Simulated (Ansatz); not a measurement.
Input and steps of a relaxation of cell and atoms on CaMgF4 on the sites of NaHoF4 (No. 123) (the PAW code Ansatz, PBEsol). The starting cell was estimated from covalent radii.

```yaml
crystal:
  lattice:
    - [3.98818254, 0.0, 0.0]
    - [0.0, 3.98818254, 0.0]
    - [0.0, 0.0, 5.73940992]
  atoms:
    - { symbol: Ca, position: [0.0, 0.0, 0.0] }
    - { symbol: Mg, position: [0.5, 0.5, 0.5] }
    - { symbol: F, position: [0.5, 0.0, 0.73274685] }
    - { symbol: F, position: [0.0, 0.5, 0.26725315] }
    - { symbol: F, position: [0.5, 0.0, 0.26725315] }
    - { symbol: F, position: [0.0, 0.5, 0.73274685] }
kpoints:
  mp_grid: { grid: [6, 6, 4] }
hamiltonian:
  xc: pbesol
scf:
  occupations: { method: fermi_dirac, width: 0.03 }
relax:
  f_tol: 0.01
  cell: {}
  max_steps: 120
output:
  write_density: true
  write_potential: true
  elf: true
  volumetric_format: npy
```

The trajectory has 12 recorded frames, each with fractional positions and then forces in eV/Å along x, y and z. The last, and any step after a large change of cell, is solved on a basis re-selected at its cell; pressure is positive in compression.

Step 1: energy 0.0 meV/atom from step 1, largest force component 0.177 eV/Å, pressure -14.51 GPa; a = 3.988 Å, b = 3.988 Å, c = 5.739 Å, α = 90.00°, β = 90.00°, γ = 90.00°
```
Ca 0.0000 0.0000 0.0000     0.000   0.000   0.000
Mg 0.5000 0.5000 0.5000     0.000   0.000   0.000
F  0.5000 0.0000 0.7327     0.000   0.000   0.177
F  0.0000 0.5000 0.2673     0.000   0.000  -0.177
F  0.5000 0.0000 0.2673     0.000   0.000  -0.177
F  0.0000 0.5000 0.7327     0.000   0.000   0.177
```

Step 2: energy -153.5 meV/atom from step 1, largest force component 0.218 eV/Å, pressure -8.64 GPa; a = 3.818 Å, b = 3.818 Å, c = 5.460 Å, α = 90.00°, β = 90.00°, γ = 90.00°
```
Ca 0.0000 0.0000 0.0000     0.000   0.000   0.000
Mg 0.5000 0.5000 0.5000     0.000   0.000   0.000
F  0.5000 0.0000 0.7398     0.000   0.000  -0.218
F  0.0000 0.5000 0.2602     0.000   0.000   0.218
F  0.5000 0.0000 0.2602     0.000   0.000   0.218
F  0.0000 0.5000 0.7398     0.000   0.000  -0.218
```

Step 3: energy -199.6 meV/atom from step 1, largest force component 0.484 eV/Å, pressure +3.57 GPa; a = 3.626 Å, b = 3.626 Å, c = 5.176 Å, α = 90.00°, β = 90.00°, γ = 90.00°
```
Ca 0.0000 0.0000 0.0000     0.000   0.000   0.000
Mg 0.5000 0.5000 0.5000     0.000   0.000   0.000
F  0.5000 0.0000 0.7270     0.000   0.000   0.484
F  0.0000 0.5000 0.2730     0.000   0.000  -0.484
F  0.5000 0.0000 0.2730     0.000   0.000  -0.484
F  0.0000 0.5000 0.7270     0.000   0.000   0.484
```

Step 4: energy -206.7 meV/atom from step 1, largest force component 0.146 eV/Å, pressure -0.44 GPa; a = 3.670 Å, b = 3.670 Å, c = 5.268 Å, α = 90.00°, β = 90.00°, γ = 90.00°
```
Ca 0.0000 0.0000 0.0000     0.000   0.000   0.000
Mg 0.5000 0.5000 0.5000     0.000   0.000   0.000
F  0.5000 0.0000 0.7360     0.000   0.000  -0.146
F  0.0000 0.5000 0.2640     0.000   0.000   0.146
F  0.5000 0.0000 0.2640     0.000   0.000   0.146
F  0.0000 0.5000 0.7360     0.000   0.000  -0.146
```

Step 5: energy -207.7 meV/atom from step 1, largest force component 0.021 eV/Å, pressure -0.06 GPa; a = 3.666 Å, b = 3.666 Å, c = 5.251 Å, α = 90.00°, β = 90.00°, γ = 90.00°
```
Ca 0.0000 0.0000 0.0000     0.000   0.000   0.000
Mg 0.5000 0.5000 0.5000     0.000   0.000   0.000
F  0.5000 0.0000 0.7334     0.000   0.000   0.021
F  0.0000 0.5000 0.2666     0.000   0.000  -0.021
F  0.5000 0.0000 0.2666     0.000   0.000  -0.021
F  0.0000 0.5000 0.7334     0.000   0.000   0.021
```

Step 6: energy -207.7 meV/atom from step 1, largest force component 0.000 eV/Å, pressure 0.00 GPa; a = 3.664 Å, b = 3.664 Å, c = 5.253 Å, α = 90.00°, β = 90.00°, γ = 90.00°
```
Ca 0.0000 0.0000 0.0000     0.000   0.000   0.000
Mg 0.5000 0.5000 0.5000     0.000   0.000   0.000
F  0.5000 0.0000 0.7337     0.000   0.000   0.000
F  0.0000 0.5000 0.2663     0.000   0.000   0.000
F  0.5000 0.0000 0.2663     0.000   0.000   0.000
F  0.0000 0.5000 0.7337     0.000   0.000   0.000
```

Step 7: energy -204.3 meV/atom from step 1, largest force component 0.001 eV/Å, pressure -0.74 GPa; a = 3.664 Å, b = 3.664 Å, c = 5.253 Å, α = 90.00°, β = 90.00°, γ = 90.00°
```
Ca 0.0000 0.0000 0.0000     0.000   0.000   0.000
Mg 0.5000 0.5000 0.5000     0.000   0.000   0.000
F  0.5000 0.0000 0.7337     0.000   0.000  -0.001
F  0.0000 0.5000 0.2663     0.000   0.000   0.001
F  0.5000 0.0000 0.2663     0.000   0.000   0.001
F  0.0000 0.5000 0.7337     0.000   0.000  -0.001
```

Step 8: energy -204.9 meV/atom from step 1, largest force component 0.004 eV/Å, pressure +0.09 GPa; a = 3.655 Å, b = 3.655 Å, c = 5.237 Å, α = 90.00°, β = 90.00°, γ = 90.00°
```
Ca 0.0000 0.0000 0.0000     0.000   0.000   0.000
Mg 0.5000 0.5000 0.5000     0.000   0.000   0.000
F  0.5000 0.0000 0.7337     0.000   0.000  -0.004
F  0.0000 0.5000 0.2663     0.000   0.000   0.004
F  0.5000 0.0000 0.2663     0.000   0.000   0.004
F  0.0000 0.5000 0.7337     0.000   0.000  -0.004
```

Step 9: energy -204.9 meV/atom from step 1, largest force component 0.000 eV/Å, pressure 0.00 GPa; a = 3.655 Å, b = 3.655 Å, c = 5.241 Å, α = 90.00°, β = 90.00°, γ = 90.00°
```
Ca 0.0000 0.0000 0.0000     0.000   0.000   0.000
Mg 0.5000 0.5000 0.5000     0.000   0.000   0.000
F  0.5000 0.0000 0.7336     0.000   0.000   0.000
F  0.0000 0.5000 0.2664     0.000   0.000   0.000
F  0.5000 0.0000 0.2664     0.000   0.000   0.000
F  0.0000 0.5000 0.7336     0.000   0.000   0.000
```

Step 10: energy -204.6 meV/atom from step 1, largest force component 0.000 eV/Å, pressure -0.05 GPa; a = 3.655 Å, b = 3.655 Å, c = 5.241 Å, α = 90.00°, β = 90.00°, γ = 90.00°
```
Ca 0.0000 0.0000 0.0000     0.000   0.000   0.000
Mg 0.5000 0.5000 0.5000     0.000   0.000   0.000
F  0.5000 0.0000 0.7336     0.000   0.000   0.000
F  0.0000 0.5000 0.2664     0.000   0.000   0.000
F  0.5000 0.0000 0.2664     0.000   0.000   0.000
F  0.0000 0.5000 0.7336     0.000   0.000   0.000
```

Step 11: energy -204.6 meV/atom from step 1, largest force component 0.000 eV/Å, pressure 0.00 GPa; a = 3.655 Å, b = 3.655 Å, c = 5.240 Å, α = 90.00°, β = 90.00°, γ = 90.00°
```
Ca 0.0000 0.0000 0.0000     0.000   0.000   0.000
Mg 0.5000 0.5000 0.5000     0.000   0.000   0.000
F  0.5000 0.0000 0.7336     0.000   0.000   0.000
F  0.0000 0.5000 0.2664     0.000   0.000   0.000
F  0.5000 0.0000 0.2664     0.000   0.000   0.000
F  0.0000 0.5000 0.7336     0.000   0.000   0.000
```

Step 12: energy -204.6 meV/atom from step 1, largest force component 0.000 eV/Å, pressure 0.00 GPa; a = 3.655 Å, b = 3.655 Å, c = 5.240 Å, α = 90.00°, β = 90.00°, γ = 90.00°
```
Ca 0.0000 0.0000 0.0000     0.000   0.000   0.000
Mg 0.5000 0.5000 0.5000     0.000   0.000   0.000
F  0.5000 0.0000 0.7336     0.000   0.000   0.000
F  0.0000 0.5000 0.2664     0.000   0.000   0.000
F  0.5000 0.0000 0.2664     0.000   0.000   0.000
F  0.0000 0.5000 0.7336     0.000   0.000   0.000
```

In 9 steps the volume changed by -23.3 %; between the first SCF and the last, each on a basis chosen for its cell, the energy fell by 205 meV an atom. At the end: the symmetry is P4/mmm (No. 123, tetragonal); conventional cell a = 3.655 Å, c = 5.240 Å, 11.67 Å³ an atom. Ca is surrounded by 8 F at 2.30 Å; Mg is surrounded by 8 F at 2.20 Å; F is surrounded by 2 Mg at 2.20 Å and 2 Ca at 2.30 Å.

Run as `ansatz run input.yaml --threads 2 --pin off --max-ram 2211MiB --backend cpu --events-out ev --progress --plain --runs-dir out`. It took 27 s on 2 threads of Arm Neoverse V1, with other jobs on the host, load about 0.3 per core; peak host memory 0.39 GiB.

The calculation is spin-unpolarised, and the structure need not be a phase that has been made.
